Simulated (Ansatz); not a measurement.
## Wurtzite alloy of AlN and SiC (33 of 48 Al sites, 33 of 48 N sites exchanged), 96 atoms

Ansatz, PAW, plane waves. PBEsol relaxation of cell lengths and atoms (angles held) at the single k point (¼, ¼, ¼) without its symmetry partners; single points on the relaxed atoms at the Γ point alone, onto which points of the small cell's zone fold. Arrangement: quasirandom. No spin–orbit coupling unless named.

Relaxed structure:

```cif
data_structure
_symmetry_space_group_name_H-M 'P 1'
_symmetry_Int_Tables_number 1
_cell_length_a 9.2695
_cell_length_b 10.7231
_cell_length_c 10.0810
_cell_angle_alpha 90.000
_cell_angle_beta 90.000
_cell_angle_gamma 90.000
_cell_volume 1002.03
loop_
_atom_site_label
_atom_site_type_symbol
_atom_site_fract_x
_atom_site_fract_y
_atom_site_fract_z
_atom_site_occupancy
Al1 Al 0.16851 0.08552 0.24952 1
Al2 Al 0.32975 0.33023 0.25039 1
Al3 Al 0.16429 0.58374 0.25464 1
Al4 Al 0.83188 0.08677 0.25154 1
Al5 Al 0.66542 0.33647 0.74725 1
Al6 Al 0.50107 0.58314 0.24621 1
Al7 Al 0.66798 0.83054 0.24617 1
Al8 Al 0.66412 0.83222 0.74789 1
Al9 Al 0.99578 0.16417 0.50236 1
Al10 Al 0.33588 0.16530 0.00045 1
Al11 Al 0.16287 0.41357 0.49503 1
Al12 Al 0.16500 0.41491 0.00300 1
Al13 Al 0.66130 0.16772 0.99827 1
Al14 Al 0.49879 0.41599 0.50086 1
Al15 Al 0.33597 0.66681 0.49887 1
Si1 Si 0.16530 0.08474 0.75116 1
Si2 Si 0.00005 0.33625 0.24934 1
Si3 Si 0.99736 0.33313 0.75120 1
Si4 Si 0.49574 0.08416 0.25122 1
Si5 Si 0.49840 0.08106 0.74850 1
Si6 Si 0.33502 0.33534 0.75553 1
Si7 Si 0.16756 0.58390 0.74635 1
Si8 Si 0.00028 0.83173 0.24717 1
Si9 Si 0.00104 0.83369 0.74572 1
Si10 Si 0.83549 0.08389 0.74980 1
Si11 Si 0.66591 0.33143 0.25066 1
Si12 Si 0.49953 0.58127 0.75218 1
Si13 Si 0.33669 0.83316 0.24801 1
Si14 Si 0.33476 0.83186 0.74940 1
Si15 Si 0.83415 0.58205 0.24737 1
Si16 Si 0.83117 0.58179 0.74515 1
Si17 Si 0.99967 0.16645 0.99862 1
Si18 Si 0.33240 0.16708 0.49784 1
Si19 Si 0.00120 0.66557 0.49759 1
Si20 Si 0.99820 0.66448 0.99789 1
Si21 Si 0.66706 0.16540 0.50220 1
Si22 Si 0.50010 0.41641 0.00037 1
Si23 Si 0.33399 0.66883 0.00083 1
Si24 Si 0.16956 0.91829 0.49401 1
Si25 Si 0.16929 0.91668 0.00052 1
Si26 Si 0.83486 0.41500 0.49484 1
Si27 Si 0.83174 0.41627 0.99975 1
Si28 Si 0.66502 0.66439 0.49965 1
Si29 Si 0.67012 0.66613 0.00158 1
Si30 Si 0.49829 0.91847 0.49780 1
Si31 Si 0.50072 0.91921 0.00003 1
Si32 Si 0.83072 0.91510 0.50203 1
Si33 Si 0.83326 0.91576 0.99952 1
N1 N 0.99387 0.17023 0.17884 1
N2 N 0.16470 0.41677 0.70253 1
N3 N 0.66274 0.17006 0.19102 1
N4 N 0.51023 0.41180 0.18367 1
N5 N 0.15934 0.90908 0.18057 1
N6 N 0.16562 0.91407 0.69036 1
N7 N 0.67608 0.65998 0.18243 1
N8 N 0.84749 0.91986 0.17883 1
N9 N 0.33356 0.32615 0.44307 1
N10 N 0.16213 0.59445 0.93254 1
N11 N 0.00076 0.83334 0.93702 1
N12 N 0.82287 0.07403 0.44015 1
N13 N 0.83882 0.07620 0.94300 1
N14 N 0.66692 0.34134 0.94667 1
N15 N 0.50943 0.58502 0.43432 1
C1 C 0.00007 0.16689 0.69901 1
C2 C 0.34090 0.16218 0.19126 1
C3 C 0.32964 0.16875 0.68829 1
C4 C 0.15833 0.41465 0.19163 1
C5 C 0.98849 0.67444 0.17907 1
C6 C 0.00046 0.66947 0.69133 1
C7 C 0.66923 0.15891 0.68937 1
C8 C 0.48875 0.42100 0.69268 1
C9 C 0.33305 0.67431 0.18152 1
C10 C 0.33297 0.66673 0.69901 1
C11 C 0.82841 0.41470 0.18509 1
C12 C 0.84413 0.42022 0.68236 1
C13 C 0.66475 0.65763 0.68511 1
C14 C 0.49660 0.92134 0.18527 1
C15 C 0.48737 0.91916 0.68319 1
C16 C 0.84528 0.92122 0.68976 1
C17 C 0.16912 0.07941 0.44436 1
C18 C 0.15427 0.07450 0.93773 1
C19 C 0.98945 0.32923 0.43059 1
C20 C 0.98654 0.32751 0.93554 1
C21 C 0.50384 0.08550 0.43890 1
C22 C 0.50300 0.07491 0.92995 1
C23 C 0.34099 0.33904 0.93662 1
C24 C 0.16133 0.58649 0.44749 1
C25 C 0.99841 0.83728 0.43481 1
C26 C 0.67133 0.32685 0.43343 1
C27 C 0.50272 0.58393 0.94435 1
C28 C 0.33337 0.84063 0.43261 1
C29 C 0.32960 0.83333 0.93692 1
C30 C 0.83047 0.58499 0.43400 1
C31 C 0.83483 0.58215 0.93514 1
C32 C 0.66718 0.83202 0.44354 1
C33 C 0.67155 0.83195 0.95038 1
```

(1) What are the mean bond lengths by pair (pairs within 1.2 times the sum of covalent radii, less contacts 15 % beyond the pair's median; cation–cation pairs of compounds aside; long ionic contacts are cut short by that bound)?

(2) What gap lies between the top filled and the lowest empty level in the single points?

## Answers

(1) Al–C 1.962 ± 0.043 Å (standard deviation, 36 bonds); Al–N 1.960 ± 0.052 Å (standard deviation, 24 bonds); C–Si 1.865 ± 0.037 Å (standard deviation, 96 bonds); N–Si 1.862 ± 0.050 Å (standard deviation, 36 bonds).

(2) HSE06 3.37 eV (6 min on 7 threads of Neoverse-V2); r²SCAN 2.80 eV (34 s on 7 threads of Neoverse-V2).
